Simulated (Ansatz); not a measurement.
MoW (CsCl type, Pm-3m), a = b = c = 3.161 Å, α = β = γ = 90.00°.

Relaxed with r²SCAN.

Task: Which orbitals make up the states near the Fermi level in DFT-r²SCAN in the program Ansatz with PAW potentials?

Result: Within 0.5 eV of the Fermi level: Mo 4d 48 %, W 5d 38 %, outside the projected shells 8 %. Projections are on Löwdin-orthogonalised atomic valence shells; empty p or d shells of many metals are not among them.

Task: Tabulate the density of states.

Result: States/eV per cell of 2 atoms, in 0.25 eV bins, energy from the Fermi level.

```csv
E (eV),total,Mo 4d,W 5d,W 6s
-7.85,0.13,0.00,0.00,0.06
-7.60,0.15,0.00,0.00,0.07
-7.35,0.18,0.00,0.00,0.08
-7.10,0.21,0.01,0.01,0.09
-6.85,0.25,0.01,0.01,0.11
-6.60,0.29,0.02,0.02,0.13
-6.35,0.39,0.05,0.04,0.16
-6.10,0.89,0.27,0.17,0.26
-5.85,1.14,0.38,0.25,0.33
-5.60,1.42,0.50,0.42,0.32
-5.35,1.68,0.61,0.57,0.33
-5.10,1.66,0.68,0.62,0.21
-4.85,1.73,0.78,0.72,0.09
-4.60,2.18,0.98,0.95,0.06
-4.35,2.46,1.02,1.08,0.04
-4.10,1.61,0.66,0.76,0.03
-3.85,0.90,0.39,0.44,0.01
-3.60,2.06,1.05,0.96,0.01
-3.35,3.75,1.98,1.67,0.01
-3.10,3.32,1.60,1.61,0.02
-2.85,2.16,1.03,1.04,0.03
-2.60,2.08,1.03,0.92,0.04
-2.35,2.07,0.97,0.91,0.06
-2.10,3.17,1.42,1.35,0.12
-1.85,3.58,1.62,1.48,0.16
-1.60,2.48,1.14,1.00,0.10
-1.35,1.48,0.66,0.57,0.07
-1.10,0.99,0.42,0.36,0.05
-0.85,0.90,0.40,0.32,0.04
-0.60,0.79,0.36,0.26,0.03
-0.35,0.85,0.43,0.27,0.03
-0.10,1.00,0.55,0.31,0.02
0.15,0.73,0.32,0.29,0.01
0.40,1.19,0.50,0.57,0.02
0.65,1.67,0.65,0.90,0.02
0.90,1.65,0.71,0.86,0.02
1.15,1.81,0.82,0.93,0.01
1.40,2.06,0.96,1.04,0.01
1.65,2.30,1.10,1.14,0.01
1.90,2.33,1.13,1.13,0.01
2.15,2.51,1.23,1.22,0.01
2.40,2.31,1.17,1.09,0.01
2.65,3.98,2.53,1.35,0.01
2.90,3.12,1.71,1.22,0.02
3.15,2.00,0.74,1.07,0.04
3.40,2.99,0.71,2.05,0.07
3.65,1.92,0.61,1.02,0.06
3.90,1.30,0.43,0.65,0.07
4.15,1.25,0.40,0.59,0.10
4.40,1.07,0.36,0.47,0.09
4.65,1.05,0.35,0.45,0.09
```

The start of the workflow was typed in or built on a structure type; neither database checked (COD, Materials Project) lists it. Whether it is the stable phase at ambient conditions was not checked. The r²SCAN relaxation kept the symmetry of its start; its stability against distortions is not shown here. The run is not spin-polarised. Scalar-relativistic: spin–orbit coupling is off unless named, which matters more the heavier the elements.

Potentials: the earlier of the program's two PAW sets.
